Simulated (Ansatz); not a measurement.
Input, command and steps of an Ansatz relaxation.

```yaml
crystal:
  lattice:
    - [16.9819726481, 0.0, 0.0]
    - [0.0, 3.3834991316, 0.0]
    - [0.0, 0.0, 8.0088898821]
  atoms:
    - { symbol: Nb, position: [0.7738534338, 0.25, 0.3270018889] }
    - { symbol: Nb, position: [0.2261465662, 0.75, 0.6729981111] }
    - { symbol: Nb, position: [0.7261465662, 0.75, 0.8270018889] }
    - { symbol: Nb, position: [0.2738534338, 0.25, 0.1729981111] }
    - { symbol: Nb, position: [0.5954462277, 0.25, 0.3355258124] }
    - { symbol: Nb, position: [0.4045537723, 0.75, 0.6644741876] }
    - { symbol: Nb, position: [0.9045537723, 0.75, 0.8355258124] }
    - { symbol: Nb, position: [0.0954462277, 0.25, 0.1644741876] }
    - { symbol: P, position: [0.6859136114, 0.75, 0.1520960229] }
    - { symbol: P, position: [0.3140863886, 0.25, 0.8479039771] }
    - { symbol: P, position: [0.8140863886, 0.25, 0.6520960229] }
    - { symbol: P, position: [0.1859136114, 0.75, 0.3479039771] }
    - { symbol: P, position: [0.815300277, 0.25, 0.0050015678] }
    - { symbol: P, position: [0.184699723, 0.75, 0.9949984322] }
    - { symbol: P, position: [0.684699723, 0.75, 0.5050015678] }
    - { symbol: P, position: [0.315300277, 0.25, 0.4949984322] }
    - { symbol: P, position: [0.0406493728, 0.25, 0.4609563532] }
    - { symbol: P, position: [0.9593506272, 0.75, 0.5390436468] }
    - { symbol: P, position: [0.4593506272, 0.75, 0.9609563532] }
    - { symbol: P, position: [0.5406493728, 0.25, 0.0390436468] }
    - { symbol: P, position: [0.3839375534, 0.75, 0.184471467] }
    - { symbol: P, position: [0.6160624466, 0.25, 0.815528533] }
    - { symbol: P, position: [0.1160624466, 0.25, 0.684471467] }
    - { symbol: P, position: [0.8839375534, 0.75, 0.315528533] }
    - { symbol: P, position: [0.9785488805, 0.75, 0.1189332719] }
    - { symbol: P, position: [0.0214511195, 0.25, 0.8810667281] }
    - { symbol: P, position: [0.5214511195, 0.25, 0.6189332719] }
    - { symbol: P, position: [0.4785488805, 0.75, 0.3810667281] }
basis:
  ecutwfc: 420
kpoints:
  mp_grid: { grid: [2, 10, 6] }
hamiltonian:
  xc: pbesol
scf:
  occupations: { method: gaussian, width: 0.1 }
output:
  forces: true
  stress: true
  eigenvalues: true
relax:
  adjacent_minimum: "off"
  f_tol: 0.01
  max_steps: 30
  cell: { stress_tol: 0.1, fix: [volume] }
```

```bash
ansatz run input.yaml --threads 4 --pin off --max-ram 10240MiB --backend cpu --events-out ev --progress --plain --runs-dir out
```

Theory: Ansatz 0.2.0, DFT PBEsol, scalar-relativistic, plane waves, PAW.

The volume is held at 1.06 times that of the relaxed cell.

Of 6 frames 5 are shown, positions in Å and forces in eV/Å; the SCF threshold varies from step to step. Steps run on the plane waves of an earlier cell, with a Pulay correction in the pressure. The basis is chosen afresh for the last frame, the zero of the energies, and at times for earlier ones too; energy and pressure can step there, also at an unchanged geometry. Where two frames share a geometry here, they differ by under 2 meV/atom and 0.3 GPa. The mark taken_back stands on steps that the optimiser undid.

```xyz
28
Lattice="16.9820 0.0000 0.0000 0.0000 3.3835 0.0000 0.0000 0.0000 8.0089" Properties=species:S:1:pos:R:3:forces:R:3 pbc="T T T" step=1 free_energy_over_end_meV_per_atom=0.55 pressure_GPa=-8.21
Nb   13.1416    0.8459    2.6189   -0.0219    0.0000   -0.0223
Nb    3.8404    2.5376    5.3900    0.0219    0.0000    0.0223
Nb   12.3314    2.5376    6.6234    0.0219    0.0000   -0.0223
Nb    4.6506    0.8459    1.3855   -0.0219    0.0000    0.0223
Nb   10.1119    0.8459    2.6872    0.0193    0.0000    0.0603
Nb    6.8701    2.5376    5.3217   -0.0193    0.0000   -0.0603
Nb   15.3611    2.5376    6.6916   -0.0193    0.0000    0.0603
Nb    1.6209    0.8459    1.3173    0.0193    0.0000   -0.0603
P    11.6482    2.5376    1.2181    0.0501    0.0000    0.1334
P     5.3338    0.8459    6.7908   -0.0501    0.0000   -0.1334
P    13.8248    0.8459    5.2226   -0.0501    0.0000    0.1334
P     3.1572    2.5376    2.7863    0.0501    0.0000   -0.1334
P    13.8454    0.8459    0.0401   -0.0227    0.0000   -0.1443
P     3.1366    2.5376    7.9688    0.0227    0.0000    0.1443
P    11.6276    2.5376    4.0445    0.0227    0.0000   -0.1443
P     5.3544    0.8459    3.9644   -0.0227    0.0000    0.1443
P     0.6903    0.8459    3.6917   -0.0207    0.0000    0.1285
P    16.2917    2.5376    4.3171    0.0207    0.0000   -0.1285
P     7.8007    2.5376    7.6962    0.0207    0.0000    0.1285
P     9.1813    0.8459    0.3127   -0.0207    0.0000   -0.1285
P     6.5200    2.5376    1.4774   -0.0069    0.0000   -0.0690
P    10.4620    0.8459    6.5315    0.0069    0.0000    0.0690
P     1.9710    0.8459    5.4819    0.0069    0.0000   -0.0690
P    15.0110    2.5376    2.5270   -0.0069    0.0000    0.0690
P    16.6177    2.5376    0.9525   -0.0064    0.0000   -0.0109
P     0.3643    0.8459    7.0564    0.0064    0.0000    0.0109
P     8.8553    0.8459    4.9570    0.0064    0.0000   -0.0109
P     8.1267    2.5376    3.0519   -0.0064    0.0000    0.0109
28
Lattice="16.8585 0.0000 0.0000 0.0000 3.4171 0.0000 0.0000 0.0000 7.9881" Properties=species:S:1:pos:R:3:forces:R:3 pbc="T T T" step=2 free_energy_over_end_meV_per_atom=0.66 pressure_GPa=-7.57 taken_back
Nb   13.0487    0.8543    2.6069   -0.0793    0.0000    0.0253
Nb    3.8098    2.5628    5.3812    0.0793    0.0000   -0.0253
Nb   12.2391    2.5628    6.6010    0.0793    0.0000    0.0253
Nb    4.6195    0.8543    1.3871   -0.0793    0.0000   -0.0253
Nb   10.0438    0.8543    2.6824   -0.0398    0.0000   -0.0502
Nb    6.8147    2.5628    5.3057    0.0398    0.0000    0.0502
Nb   15.2440    2.5628    6.6765    0.0398    0.0000   -0.0502
Nb    1.6145    0.8543    1.3116   -0.0398    0.0000    0.0502
P    11.5748    2.5628    1.2305   -0.0518    0.0000   -0.0511
P     5.2837    0.8543    6.7576    0.0518    0.0000    0.0511
P    13.7130    0.8543    5.2246    0.0518    0.0000   -0.0511
P     3.1456    2.5628    2.7636   -0.0518    0.0000    0.0511
P    13.7337    0.8543    0.0170    0.0267    0.0000    0.0635
P     3.1248    2.5628    7.9711   -0.0267    0.0000   -0.0635
P    11.5541    2.5628    4.0111   -0.0267    0.0000    0.0635
P     5.3045    0.8543    3.9770    0.0267    0.0000   -0.0635
P     0.6817    0.8543    3.6870    0.0562    0.0000    0.0076
P    16.1768    2.5628    4.3012   -0.0562    0.0000   -0.0076
P     7.7475    2.5628    7.6810   -0.0562    0.0000    0.0076
P     9.1110    0.8543    0.3071    0.0562    0.0000   -0.0076
P     6.4653    2.5628    1.4752    0.1359    0.0000   -0.0113
P    10.3933    0.8543    6.5130   -0.1359    0.0000    0.0113
P     1.9640    0.8543    5.4692   -0.1359    0.0000   -0.0113
P    14.8945    2.5628    2.5189    0.1359    0.0000    0.0113
P    16.5025    2.5628    0.9481   -0.0860    0.0000    0.0158
P     0.3561    0.8543    7.0401    0.0860    0.0000   -0.0158
P     8.7853    0.8543    4.9421    0.0860    0.0000    0.0158
P     8.0732    2.5628    3.0460   -0.0860    0.0000   -0.0158
28
Lattice="16.9370 0.0000 0.0000 0.0000 3.3973 0.0000 0.0000 0.0000 7.9974" Properties=species:S:1:pos:R:3:forces:R:3 pbc="T T T" step=3 free_energy_over_end_meV_per_atom=0.02 pressure_GPa=-7.87
Nb   13.1069    0.8493    2.6135   -0.0269    0.0000    0.0016
Nb    3.8301    2.5480    5.3840    0.0269    0.0000   -0.0016
Nb   12.2986    2.5480    6.6122    0.0269    0.0000    0.0016
Nb    4.6384    0.8493    1.3853   -0.0269    0.0000   -0.0016
Nb   10.0856    0.8493    2.6844    0.0109    0.0000    0.0038
Nb    6.8514    2.5480    5.3131   -0.0109    0.0000   -0.0038
Nb   15.3199    2.5480    6.6831   -0.0109    0.0000    0.0038
Nb    1.6171    0.8493    1.3144    0.0109    0.0000   -0.0038
P    11.6226    2.5480    1.2280    0.0034    0.0000    0.0086
P     5.3144    0.8493    6.7694   -0.0034    0.0000   -0.0086
P    13.7828    0.8493    5.2267   -0.0034    0.0000    0.0086
P     3.1541    2.5480    2.7707    0.0034    0.0000   -0.0086
P    13.8041    0.8493    0.0260    0.0015    0.0000   -0.0101
P     3.1329    2.5480    7.9714   -0.0015    0.0000    0.0101
P    11.6014    2.5480    4.0247   -0.0015    0.0000   -0.0101
P     5.3356    0.8493    3.9727    0.0015    0.0000    0.0101
P     0.6868    0.8493    3.6903    0.0128    0.0000    0.0382
P    16.2502    2.5480    4.3071   -0.0128    0.0000   -0.0382
P     7.7817    2.5480    7.6890   -0.0128    0.0000    0.0382
P     9.1553    0.8493    0.3084    0.0128    0.0000   -0.0382
P     6.4995    2.5480    1.4745    0.0383    0.0000   -0.0195
P    10.4375    0.8493    6.5229   -0.0383    0.0000    0.0195
P     1.9690    0.8493    5.4733   -0.0383    0.0000   -0.0195
P    14.9679    2.5480    2.5242    0.0383    0.0000    0.0195
P    16.5736    2.5480    0.9506   -0.0293    0.0000    0.0014
P     0.3633    0.8493    7.0469    0.0293    0.0000   -0.0014
P     8.8318    0.8493    4.9493    0.0293    0.0000    0.0014
P     8.1051    2.5480    3.0481   -0.0293    0.0000   -0.0014
28
Lattice="16.9319 0.0000 0.0000 0.0000 3.3969 0.0000 0.0000 0.0000 8.0008" Properties=species:S:1:pos:R:3:forces:R:3 pbc="T T T" step=4 free_energy_over_end_meV_per_atom=0.03 pressure_GPa=-7.85 taken_back
Nb   13.1001    0.8492    2.6180   -0.0008    0.0000   -0.0207
Nb    3.8318    2.5477    5.3828    0.0008    0.0000    0.0207
Nb   12.2977    2.5477    6.6185    0.0008    0.0000   -0.0207
Nb    4.6342    0.8492    1.3824   -0.0008    0.0000    0.0207
Nb   10.0806    0.8492    2.6866   -0.0015    0.0000   -0.0032
Nb    6.8513    2.5477    5.3142    0.0015    0.0000    0.0032
Nb   15.3173    2.5477    6.6870    0.0015    0.0000   -0.0032
Nb    1.6146    0.8492    1.3138   -0.0015    0.0000    0.0032
P    11.6192    2.5477    1.2302   -0.0032    0.0000    0.0157
P     5.3127    0.8492    6.7706    0.0032    0.0000   -0.0157
P    13.7786    0.8492    5.2306    0.0032    0.0000    0.0157
P     3.1533    2.5477    2.7702   -0.0032    0.0000   -0.0157
P    13.8009    0.8492    0.0269    0.0040    0.0000    0.0069
P     3.1310    2.5477    7.9739   -0.0040    0.0000   -0.0069
P    11.5969    2.5477    4.0274   -0.0040    0.0000    0.0069
P     5.3350    0.8492    3.9735    0.0040    0.0000   -0.0069
P     0.6863    0.8492    3.6916    0.0120    0.0000    0.0158
P    16.2455    2.5477    4.3093   -0.0120    0.0000   -0.0158
P     7.7796    2.5477    7.6920   -0.0120    0.0000    0.0158
P     9.1523    0.8492    0.3089    0.0120    0.0000   -0.0158
P     6.4956    2.5477    1.4708    0.0258    0.0000   -0.0074
P    10.4362    0.8492    6.5300   -0.0258    0.0000    0.0074
P     1.9703    0.8492    5.4713   -0.0258    0.0000   -0.0074
P    14.9616    2.5477    2.5296    0.0258    0.0000    0.0074
P    16.5621    2.5477    0.9555    0.0200    0.0000   -0.0334
P     0.3697    0.8492    7.0453   -0.0200    0.0000    0.0334
P     8.8357    0.8492    4.9560   -0.0200    0.0000   -0.0334
P     8.0962    2.5477    3.0449    0.0200    0.0000    0.0334
28
Lattice="16.9385 0.0000 0.0000 0.0000 3.3964 0.0000 0.0000 0.0000 7.9990" Properties=species:S:1:pos:R:3:forces:R:3 pbc="T T T" step=6 free_energy_over_end_meV_per_atom=0.00 pressure_GPa=-7.85
Nb   13.1073    0.8491    2.6148   -0.0028    0.0000    0.0002
Nb    3.8313    2.5473    5.3842    0.0028    0.0000   -0.0002
Nb   12.3005    2.5473    6.6143    0.0028    0.0000    0.0002
Nb    4.6380    0.8491    1.3847   -0.0028    0.0000   -0.0002
Nb   10.0863    0.8491    2.6847    0.0021    0.0000    0.0020
Nb    6.8522    2.5473    5.3143   -0.0021    0.0000   -0.0020
Nb   15.3214    2.5473    6.6842   -0.0021    0.0000    0.0020
Nb    1.6171    0.8491    1.3148    0.0021    0.0000   -0.0020
P    11.6247    2.5473    1.2300   -0.0002    0.0000   -0.0036
P     5.3138    0.8491    6.7690    0.0002    0.0000    0.0036
P    13.7831    0.8491    5.2295    0.0002    0.0000   -0.0036
P     3.1554    2.5473    2.7695   -0.0002    0.0000    0.0036
P    13.8060    0.8491    0.0253   -0.0010    0.0000    0.0009
P     3.1325    2.5473    7.9737    0.0010    0.0000   -0.0009
P    11.6018    2.5473    4.0248    0.0010    0.0000    0.0009
P     5.3368    0.8491    3.9742   -0.0010    0.0000   -0.0009
P     0.6876    0.8491    3.6926   -0.0009    0.0000    0.0060
P    16.2510    2.5473    4.3065    0.0009    0.0000   -0.0060
P     7.7817    2.5473    7.6921    0.0009    0.0000    0.0060
P     9.1568    0.8491    0.3069   -0.0009    0.0000   -0.0060
P     6.5013    2.5473    1.4737    0.0018    0.0000   -0.0013
P    10.4372    0.8491    6.5253   -0.0018    0.0000    0.0013
P     1.9679    0.8491    5.4732   -0.0018    0.0000   -0.0013
P    14.9706    2.5473    2.5258    0.0018    0.0000    0.0013
P    16.5723    2.5473    0.9505    0.0001    0.0000    0.0016
P     0.3663    0.8491    7.0485   -0.0001    0.0000   -0.0016
P     8.8355    0.8491    4.9500   -0.0001    0.0000    0.0016
P     8.1030    2.5473    3.0490    0.0001    0.0000   -0.0016
```

The run took 5.7 min on 4 threads of Oxide Virtual Turin-like Processor (Zen 5), with other jobs on the host, peak memory 2.9 GiB.